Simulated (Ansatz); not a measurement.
Computed energy over volume and axial ratio: TiN (rock salt)

TiN (rock salt), conventional cell a = 4.2469 Å, b = 4.2469 Å, c = 4.2469 Å, α = 90.00°, β = 90.00°, γ = 90.00°. The calculation uses the primitive cell of 2 atoms, to which meshes and values per cell refer.

The relaxed cell is deformed in two ways at once: its volume V is scaled, and at that volume it is stretched along z (the c axis of the conventional cell) so that c/a changes. Fractional atomic positions are held.

The numbers are results of PBE (plane waves to 420 eV, PAW, scalar-relativistic; Ansatz, an electronic-structure program), not measurements. k mesh 19×19×19 (Γ-centred), Fermi-Dirac smearing 0.05 eV. The energy includes the smearing's −TS. Compression counts positive. With partly filled bands, the response to shear is sensitive to the k mesh, so small differences along c/a are uncertain. TiN is run without spin polarisation. TiN was relaxed with its symmetry unable to fall. The zero of ΔE is the relaxed starting cell.

ΔE (meV/atom), with V/V₀ across and (c/a)/(c/a)₀ down:

```
(c/a)/(c/a)₀ \ V/V₀  0.960  0.973  0.987  1.000  1.013  1.027  1.040
-------------------  -----  -----  -----  -----  -----  -----  -----
0.960                   32     23     18     15     16     19     25
0.973                   22     14      8      7      8     12     18
0.987                   16      8      3      2      3      7     14
1.000                   14      6      2      0      1      6     12
1.013                   16      8      3      2      3      7     14
1.027                   21     13      8      6      7     11     17
1.040                   30     21     15     13     14     17     23
```

σzz (GPa), with V/V₀ across and (c/a)/(c/a)₀ down:

```tsv
(c/a)/(c/a)₀ \ V/V₀	0.960	0.973	0.987	1.000	1.013	1.027	1.040
0.960	29.5	24.1	19.0	14.2	9.8	5.6	1.7
0.973	23.0	18.0	13.3	8.8	4.7	0.9	-2.7
0.987	17.3	12.6	8.2	4.1	0.3	-3.3	-6.6
1.000	12.3	7.9	3.8	0.0	-3.6	-6.9	-10.0
1.013	7.8	3.7	-0.1	-3.7	-7.0	-10.1	-13.0
1.027	3.5	-0.3	-3.8	-7.1	-10.2	-13.1	-15.7
1.040	-0.3	-3.9	-7.2	-10.3	-13.1	-15.7	-18.2
```

What the scan shows:

```
Item                                                                                             Result
-----------------------------------------------------  ------------------------------------------------
Shear modulus C′ = (C11 − C12)/2 (fit, atoms clamped)                                           220 GPa
Lowest place on the grid                                V/V₀ = 1.000, (c/a)/(c/a)₀ = 1.000 (0 meV/atom)
Highest place on the grid                              V/V₀ = 0.960, (c/a)/(c/a)₀ = 0.960 (32 meV/atom)
```

(Under strain, the slope of the energy per volume gives the stress and its curvature an elastic modulus.)
